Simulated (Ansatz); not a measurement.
## GaAs: computed property card

GaAs:
```yaml
crystal:
  lattice:
    - [0.00000, 2.65189, 2.65189]
    - [2.65189, 0.00000, 2.65189]
    - [2.65189, 2.65189, 0.00000]
  atoms:
    - { symbol: As, position: [0.00000, 0.00000, 0.00000] }
    - { symbol: Ga, position: [0.50000, 0.50000, 0.50000] }
```

Space group Fm-3m (No. 225), rock salt; conventional cell a = b = c = 5.304 Å, α = β = γ = 90.00°.

Method: PBEsol in the plane-wave PAW code Ansatz. The cell and atoms are relaxed at this level. Other levels are named where they apply.

**Cell and energy**

```
Quantity                                                       Result
-----------------------------------------------------  --------------
Volume per atom                                              18.65 Å³
Density                                                    6.44 g/cm³
Formation energy from the elements (no fitted shifts)  -0.046 eV/atom
```

**Electronic structure**

```
Quantity                                                                     Value
------------------------------------  --------------------------------------------
Electronic character                                             metallic (no gap)
Density of states at the Fermi level  0.52 states/eV per atom (mean over ±0.08 eV)
Gap with spin–orbit coupling                                       none (metallic)
```

**Mechanics**

```
Quantity                                                                      Result
--------------------------------------------  --------------------------------------
Bulk modulus (Birch–Murnaghan fit)                                          815 kbar
Pressure derivative B′                                                           4.7
Elastic constants (relaxed ions, GPa)              C11 = 161, C12 = 42.3, C44 = 13.8
Mechanical stability                          stable (all eigenvalues of C positive)
Hill bulk and shear moduli                                         82.0 and 26.0 GPa
Young's modulus                                                             70.6 GPa
Poisson's ratio                                                                 0.36
Debye temperature from the elastic constants                                   254 K
```

**Phonons**

```
Quantity                                        Value
-----------------------------  ----------------------
Highest zone-centre frequency                127 cm⁻¹
Zone-centre stability          no imaginary mode at Γ
```

The start of the workflow was typed in or built on a structure type; neither database checked (COD, Materials Project) lists it. It is not the phase usual at ambient conditions (space group No. 216). Symmetry was held in the PBEsol relaxation. As this level gives no gap, shear constants depend on the k-mesh and smearing (Fermi–Dirac, 0.1 eV here). As this level gives no gap, phonon frequencies hold no LO–TO term and depend on the k-mesh and smearing (Fermi–Dirac, 0.1 eV here). The references are the lowest solids computed at this level, not always the standard phases. Scalar-relativistic: spin–orbit coupling is off unless named, which matters more the heavier the elements.

Potentials: the later of the program's two PAW sets.
